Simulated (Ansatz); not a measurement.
# What a change of settings does to a run on PtSe

The cell was built from the wurtzite type and relaxed in the same program, and has space group P6_3mc; it needn't be a known or the stable phase.

First run: DFT, PBE, PAW with Ansatz's default frozen-core files, scalar-relativistic (Ansatz 0.2.0).

Command: `ansatz run input.yaml --threads 1 --pin off --max-ram 3072MiB --backend cpu --events-out ev --progress --plain --runs-dir out` The run took 70 s on 1 thread of Arm Neoverse V2 (shared host).

```yaml
crystal:
  lattice:
    - [3.8499446572, 0.0, 0.0]
    - [-1.9249723286, 3.3341498763, 0.0]
    - [0.0, 0.0, 7.0964647173]
  atoms:
    - { symbol: Pt, position: [0.3333333333, 0.6666666667, 0.0126290861] }
    - { symbol: Pt, position: [0.6666666667, 0.3333333333, 0.5126290861] }
    - { symbol: Se, position: [0.3333333333, 0.6666666667, 0.3633709139] }
    - { symbol: Se, position: [0.6666666667, 0.3333333333, 0.8633709139] }
kpoints:
  mp_grid: { grid: [10, 10, 6] }
  band_path:
    path:
      - [0.0, 0.0, 0.0]
      - [0.5, 0.0, 0.0]
      - [0.3333333333, 0.3333333333, 0.0]
      - [0.0, 0.0, 0.0]
      - [0.0, 0.0, 0.5]
      - [0.5, 0.0, 0.5]
      - [0.3333333333, 0.3333333333, 0.5]
      - [0.0, 0.0, 0.5]
      - [0.5, 0.0, 0.5]
    npoints: 14
scf:
  occupations: { method: fermi_dirac, width: 0.03 }
hamiltonian:
  xc: pbe
  pseudopotentials: { kind: paw }
output:
  forces: true
  stress: true
  eigenvalues: true
  efg: { contact_densities: true }
  populations: true
  bader: true
  dos: { projected: true, de: 0.2, e_range: [-14, 8] }
  write_density: true
  write_potential: true
  elf: true
  volumetric_format: npy
```

Result: converged; pressure 0.01 GPa; no gap on the k mesh; 7 SCF iterations.

No spin–orbit coupling, which matters for the heavy atoms here.

The input is then changed:

```diff
@@ -28,4 +28,5 @@
   xc: pbe
   pseudopotentials: { kind: paw }
+  hubbard: { sites: [{ species: Pt, l: d, u_eff: 6.0 }], double_counting: amf }
 output:
   forces: true
@@ -34,9 +35,5 @@
   efg: { contact_densities: true }
   populations: true
-  bader: true
-  dos: { projected: true, de: 0.2, e_range: [-14, 8] }
-  write_density: true
-  write_potential: true
-  elf: true
-  volumetric_format: npy
+basis:
+  ecutrho_ratio: 4
```

(1) What does the second run give?

## Answers

(1) It converged; pressure 0.33 GPa; largest force 0.017 eV/Å; no gap on the k mesh; 8 SCF iterations.
